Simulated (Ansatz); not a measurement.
GaN:
```
CELL_PARAMETERS angstrom
      5.47020     0.00000     0.00000
      0.00000     5.47020     0.00000
      0.00000     0.00000     3.18311
ATOMIC_POSITIONS crystal
  Ga 0.32061 0.67939 0.00000
  Ga 0.67939 0.32061 0.00000
  Ga 0.82061 0.82061 0.50000
  Ga 0.17939 0.17939 0.50000
  N  0.31751 0.31751 0.00000
  N  0.68249 0.68249 0.00000
  N  0.18249 0.81751 0.50000
  N  0.81751 0.18249 0.50000
```

Relaxed with PBEsol. Special points in fractions of this cell's reciprocal vectors: Γ (0.000, 0.000, 0.000); X (0.000, 0.500, 0.000); M (0.500, 0.500, 0.000); Z (0.000, 0.000, 0.500); R (0.000, 0.500, 0.500); A (0.500, 0.500, 0.500).

### Question
List the band energies nearest the valence-band maximum at these points for PBEsol in the plane-wave PAW code Ansatz.

### Answer
In eV from the valence-band maximum; about four levels below and three above (degenerate sets whole), none deeper than 8.9 eV; points with the same levels are listed once.

```
k                    below                above
-  -----------------------  -------------------
Γ  -0.18 -0.12 -0.01 -0.01       1.87 4.74 4.74
X  -0.70 -0.70 -0.59 -0.59  4.13 4.13 5.17 5.17
M  -1.21 -1.21 -1.14 -1.14  4.59 4.59 5.13 5.13
Z  -2.15 -2.15 -1.95 -1.95  5.62 5.62 6.91 6.91
R  -1.92 -1.92 -1.08 -1.08  5.29 5.29 5.61 5.61
A  -1.55 -1.55 -1.47 -1.47  4.34 4.34 4.38 4.38
```

Space group P4_2/mnm. The start of the workflow was typed in or built on a structure type; neither database checked (COD, Materials Project) lists it. It is not the phase usual at ambient conditions (space group No. 186, 216). The PBEsol relaxation kept the symmetry of its start; phonons on a q-mesh show no instability. Spin–orbit coupling is left out wherever it is not named.

Potentials: the later of the program's two PAW sets.
